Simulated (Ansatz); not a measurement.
# What is wrong with this input? (TeAs$_{2}$)

The input below was meant for crystalline TeAs$_{2}$, with PBEsol, plane waves and PAW in Ansatz.

```yaml
crystal:
  lattice:
    - [-6.7207267134, 6.7207267134, 5.5567721197]
    - [6.7207267134, -6.7207267134, 5.5567721197]
    - [6.7207267134, 6.7207267134, -5.5567721197]
  atoms:
    - { symbol: Te, position: [0.75, 0.25, 0.5] }
    - { symbol: Te, position: [0.0, 0.0, 0.0] }
    - { symbol: As, position: [0.375, 0.625, 0.25] }
    - { symbol: As, position: [0.375, 0.125, 0.75] }
    - { symbol: As, position: [0.375, 0.625, 0.75] }
    - { symbol: As, position: [0.875, 0.625, 0.25] }
basis:
  ecutwfc: 420
kpoints:
  mp_grid: { grid: [4, 4, 4] }
hamiltonian:
  xc: pbesol
scf:
  occupations: { method: gaussian, width: 0.1 }
  max_iter: 78
output:
  forces: true
  stress: true
  eigenvalues: true
```

Command:

```bash
ansatz run input.yaml --threads 1 --pin off --max-ram 2560MiB --backend cpu --events-out ev --progress --plain --runs-dir out
```

Output, shortened (HF is the Harris–Foulkes energy, dr2 the density residual in eV):

```text
Pseudopotential: Te, paw, valence charge 16, recommended cutoff 420 eV (normal)
Pseudopotential: As, paw, valence charge 15, recommended cutoff 420 eV (normal)
Crystal: 6 atoms, lattice volume = 1003.957 Å³
Basis set: ecut = 420 eV, 19635 PW (Γ), exchange–correlation on 150×150×150 points (8 copies of the dense FFT grid, shifted against one another)
Bands: 56, of which v1, the nominal top of the filled ones, is band 46 counted from 1 (45 counted from 0)
Symmetry: 16 space group operations
Space group: I41/amd (ITA 141), of the structure as read, at distance tolerance 1.0e-4 Å
k-points: 13 of 64
PAW frozen core: Te, regenerated for the run's functional, and the local potential with it (the file was generated under x = pbe(κ = 0.804, μ = 0.2195), c = pbe(β = 0.0667))
PAW frozen core: As, regenerated for the run's functional, and the local potential with it (the file was generated under x = pbe(κ = 0.804, μ = 0.2195), c = pbe(β = 0.0667))
Initial density: superposition of atomic densities, corrected by the library's trained network
SCF iter   1: HF=-33032.142843 eV  Δρ=2.06e-2  dr2=3.07e1
SCF iter   2: HF=-33042.678976 eV  Δρ=4.62e-2  dr2=1.61e2  recentre
SCF iter   3: HF=-33030.088595 eV  Δρ=3.22e-3  dr2=3.79e-1
SCF iter   4: HF=-33030.098943 eV  Δρ=5.70e-3  dr2=2.03e0  recentre
   ...
SCF iter  16: HF=-33030.062977 eV  Δρ=2.89e-6  dr2=5.11e-7
SCF iter  17: HF=-33030.062977 eV  Δρ=1.68e-6  dr2=1.49e-7
SCF iter  18: F=-33030.062977 eV  HF=-33030.062977 eV  Δρ=4.30e-7  dr2=8.08e-9
SCF 1 converged in 18 iterations: F = -33030.062977 eV  dr2 = 8.08e-9
SCF converged after 18 iterations
Free energy (F): -33030.062977 eV
E sigma→0 (E₀):  -33029.885181 eV
Entropy (-TS):   -0.355592 eV (-59.265 meV/atom)
Fermi energy:    -3.381509 eV
--- Forces (eV/Å), atoms counted from 1 ---
  atom   1  Te     0.00000000    -0.00000000     0.00000000
  atom   2  Te     0.00000000    -0.00000000     0.00000000
  atom   3  As     0.00000000    -0.00000000     0.00000000
  atom   4  As     0.00000000    -0.00000000     0.00000000
  atom   5  As     0.00000000     0.00000000     0.00000000
  atom   6  As     0.00000000     0.00000000     0.00000000
--- Stress (GPa, compression-positive) ---
       -0.554641       0.000000       0.000000
        0.000000      -0.554641      -0.000000
        0.000000       0.000000      -0.965856
  P = ⅓ Tr σ = -0.6917 GPa (-6.917 kbar)
```

Task: The run finished without an error. What is wrong all the same?

Result: The fault is lattice vectors in bohr read as angstrom. Every length is 1.89 times too long, so the atoms are nearly free. The cure is the vectors in angstrom.

The change to the input (which also takes the mesh and iteration limit of the reference run):

```diff
 crystal:
   lattice:
-    - [-6.7207267134, 6.7207267134, 5.5567721197]
-    - [6.7207267134, -6.7207267134, 5.5567721197]
-    - [6.7207267134, 6.7207267134, -5.5567721197]
+    - [-3.556454, 3.556454, 2.940516]
+    - [3.556454, -3.556454, 2.940516]
+    - [3.556454, 3.556454, -2.940516]
 kpoints:
-  mp_grid: { grid: [4, 4, 4] }
+  mp_grid: { grid: [8, 8, 8] }
 scf:
-  max_iter: 78
```

The mended run converges, with no gap, a pressure of -3.78 GPa. The faulty run's energy lay 4.01 eV per atom higher.

The mended run took 21 s on 1 thread of Oxide Virtual Turin-like Processor (Zen 5) (shared host), peak memory 0.66 GiB.